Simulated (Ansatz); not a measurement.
# B-11 NMR of the central transition in BH6N

Cell: a computed structure from the Materials Project (it need not be an observed phase), taken as it stands.

Space group Cmc2_1 (No. 36); a = 6.0401, b = 6.5148, c = 6.0556 Å.

```csv
site,Wyckoff,site symmetry,x,y,z
B,4a,m..,0.5000,0.6526,0.2906
H3,4a,m..,0.5000,0.6864,0.9333
H5,8b,1,0.6374,0.8752,0.0517
H9,4a,m..,0.5000,0.7670,0.4502
H11,8b,1,0.1657,0.0440,0.2905
N,4a,m..,0.5000,0.7834,0.0684
```

One atom of each set is listed; the run and its k-mesh use a cell of 16 atoms with edges of 4.44, 4.44, 6.06 Å.

Computed with Ansatz: DFT, PBE, plane waves and PAW (field gradients read without the response of the frozen cores, which leaves them typically 4 to 6 % off), scalar-relativistic, 420 eV cutoff, Γ-centred 7×7×5 k-points, Fermi–Dirac smearing 0.05 eV.

B-11 has I = 3/2 and Q = 40.59 mb (Pyykkö 2018); at 16.4 T its Larmor frequency is ν₀ = 224.1 MHz. Only the quadrupole interaction is simulated: positions count from each site's isotropic chemical shift, and J coupling is left out, as are shift anisotropy and dipolar coupling, which fast spinning averages.

Simulated pattern of one B site (fast magic-angle spinning, Gaussian broadening 0.03 kHz):

offset (kHz), height and a bar:
```
  -0.6538          0 
  -0.6268          4 #
  -0.5998          7 ##
  -0.5728          7 ##
  -0.5458          8 ##
  -0.5188          8 ##
  -0.4918          8 ##
  -0.4648          9 ###
  -0.4378         15 ####
  -0.4108         45 ##############
  -0.3838         79 ########################
  -0.3568         80 ########################
  -0.3298         61 ##################
  -0.3028         55 ################
  -0.2758         52 ################
  -0.2488         52 ################
  -0.2218         53 ################
  -0.1948         57 #################
  -0.1677         65 ###################
  -0.1407         85 ##########################
  -0.1137        100 ##############################
  -0.0867         73 ######################
  -0.0597         26 ########
  -0.0327          1
```

Problem. Which |C_Q| and η does the pattern imply?

Solution. The pattern spans 0.566 kHz before broadening and its centre of gravity is at -0.253 kHz, which fixes P_Q; the places of the horns and steps fix η. That gives P_Q = 1.51 MHz, |C_Q| = 1.50 MHz and η = 0.16. The sign of C_Q can't be read from the pattern.
